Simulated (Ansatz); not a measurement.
# Ba: energy along a strain

Ba, Cmmm, a = 3.910 Å, b = 7.300 Å, c = 5.700 Å (as given, not relaxed at this level: 0.6 GPa). This isn't the element's structure at ambient conditions. Ansatz: r2SCAN, PAW, 500 eV, Γ-centred 14×14×8 mesh on 1 atom, Gaussian smearing 0.15 eV; no spin polarisation. Cell vectors (Å): 1.955 -3.650 0.000; 1.955 3.650 0.000; 0.000 0.000 5.700. The cell is strained by x per cent times the pattern (0 0 0 0 0 1) in the order xx yy zz yz xz xy (engineering shears), with fractional coordinates held. y is the free energy over the start, V0 = 81.348 Å³/atom. Symmetry makes y even in x.

```tsv
x (%)	y (meV/atom)
-6.00	?
-3.00	1.16
0.00	0.00
0.75	0.07
1.50	0.29
2.25	0.65
3.75	1.80
4.50	2.59
5.25	3.51
```

Fit y = c2 x² + c4 x⁴ to the other rows, get the stiffness along the pattern, and predict the missing energy.

Least squares on the rows shown. y = 0.1291 x² − 6.229×10⁻⁵ x⁴. The clamped-ion stiffness p·C·p = 2 × 1.291 eV × 160.2 / 81.348 Å³ = 5.1 GPa, which is C66 in these axes (second derivative at the start, which stands under stress). At x = -6.00 the fit asked for gives 4.57 meV/atom. The run gave 4.56 meV/atom, so the fit is 0.01 meV/atom too high, a small miss on the scale of the series.